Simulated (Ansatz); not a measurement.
Pd (fcc, Cu type)

```
Pd
1.0
    3.87574     0.00000     0.00000
    0.00000     3.87574     0.00000
    0.00000     0.00000     3.87574
Pd
4
Direct
  0.00000   0.00000   0.00000
  0.50000   0.50000   0.00000
  0.50000   0.00000   0.50000
  0.00000   0.50000   0.50000
```

In this cell atom 1 (Pd, nearest neighbour Pd at 2.741 Å; its periodic images, 3.9 Å or more away, move with it) is moved by s along Cartesian z, unit vector (0.000, 0.000, 1.000); all other atoms and the cell stay fixed.

Calculation: PBEsol (plane waves to 420 eV, PAW, scalar-relativistic; Ansatz, a first-principles code). k mesh 10×10×10 (Γ-centred), Fermi-Dirac smearing 0.05 eV. Energies are smeared free energies. With partly filled bands, energies and forces of such displacements shift with the k mesh and the smearing. On this mesh the relaxed cell isn't quite at rest: it carries a pressure of -0.1 GPa (compression positive) at the zero of the scan. Pd is run without spin polarisation. Pd was relaxed with its symmetry unable to fall. ΔE is measured from the undisplaced structure. The last digit holds for this mesh only.

| s (Å) | ΔE (meV/cell) |
|---|---|
| -0.550 | 1657.6 |
| -0.440 | 1036.0 |
| -0.330 | withheld |
| -0.220 | 248.1 |
| -0.110 | 61.5 |
| 0.000 | 0.0 |
| 0.110 | 61.5 |
| 0.220 | 248.1 |
| 0.330 | withheld |
| 0.440 | 1036.0 |
| 0.550 | 1657.6 |

Fit an even polynomial form (powers 2, 4, 6) to the given rows and predict ΔE at s = -0.330.

Least squares on the 9 given rows: ΔE = (5040)·s² + (1880)·s⁴ + (-1411)·s⁶, in meV/cell with s in Å; root-mean-square residual 0.12 meV/cell. At -0.330 the fit gives 569.3 meV/cell; the calculation gives 568.7 meV/cell, so the interpolation is off by 0.6 (+0.1 %). The quadratic term alone would give 548.9 meV/cell.

(For displaced atoms, the force is minus the slope of the energy, and its curvature is a force constant, which sets phonon frequencies.)
